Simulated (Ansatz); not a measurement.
The slice is one period of a {100} plane through atoms; its size isn't given.

The numbers are results of PBE (plane waves to 420 eV, PAW, scalar-relativistic; Ansatz, a quantum-chemistry and plane-wave program), not measurements. Inside the PAW spheres the values are not all-electron values, and peaks at nuclei hang on which shells count as valence.

```
|@@@%%#*=-::...::-=*#%%@@|
|@@@%#*+=-:.....:-=+*#%@@|
|@%%%#*+=-:.....:-=+*#%%%|
|%%##*+=-::.....::-=+*##%|
|##**+=--:... ...:--=+**#|
|**++=--:...   ...:--=++*|
|====--:...     ...:--===|
|----::...       ...::---|
|:::::...         ...::::|
|::.....           .....:|
|......             .....|
|.....               ....|
|......             .....|
|::.....           .....:|
|:::::...         ...::::|
|----::...       ...::---|
|====--:...     ...:--===|
|**++=--:...   ...:--=++*|
|##**+=--:... ...:--=+**#|
|%%##*+=-::.....::-=+*##%|
|@%%%#*+=-:.....:-=+*#%%%|
|@@@%#*+=-:.....:-=+*#%@@|
|@@@%%#*=-::...::-=*#%%@@|
|@@@@%#*=-::...::-=*#%@@@|
```
Scale: ten equal steps from -1.06 (start of ' ') to 1.37 (end of '@'), in the order ' .:-=+*#%@'. Values: log₁₀ of the valence density in e/Å³. The map has 24 points along u (one character each, u = 0 at the left) and 24 along v (v = 0 in the bottom row). The scale is logarithmic, as a density can span decades between atoms and voids.

```
|xxxx98753100000135789xxx|
|xxxx98642100000124689xxx|
|xxx9876420000000246789xx|
|x99876531000000013567899|
|888765320000000002356788|
|776653210000000001235667|
|554432100000000000123445|
|332210000000000000001223|
|111000000000000000000011|
|000000000000000000000000|
|000000000000000000000000|
|000000000000000000000000|
|000000000000000000000000|
|000000000000000000000000|
|111000000000000000000011|
|332210000000000000001223|
|554432100000000000123445|
|776653210000000001235667|
|888765320000000002356788|
|x99876531000000013567899|
|xxx9876420000000246789xx|
|xxxx98642100000124689xxx|
|xxxx98753100000135789xxx|
|xxxxx875310000013578xxxx|
```
Scale: ten equal steps from 0.16 (start of '0') to 0.53 (end of '9'), in the order '0123456789'. Values: electron localisation function (ELF). The map has 24 points along u (one character each, u = 0 at the left) and 24 along v (v = 0 in the bottom row). Points within 0.5 Å of a nucleus are blanked (x), as the pseudised field means little there.

Task: Which relaxed crystal do these maps come from?
(A) Ag (fcc, Cu type)
(B) Pd (fcc, Cu type)
(C) Al (fcc, Cu type)

Result: A, Ag (fcc, Cu type). Atoms on the slice: Ag at (0.00, 0.00)

All were relaxed with their symmetry unable to fall. Pd is run without spin polarisation. The PAW data are Ansatz's earlier set.
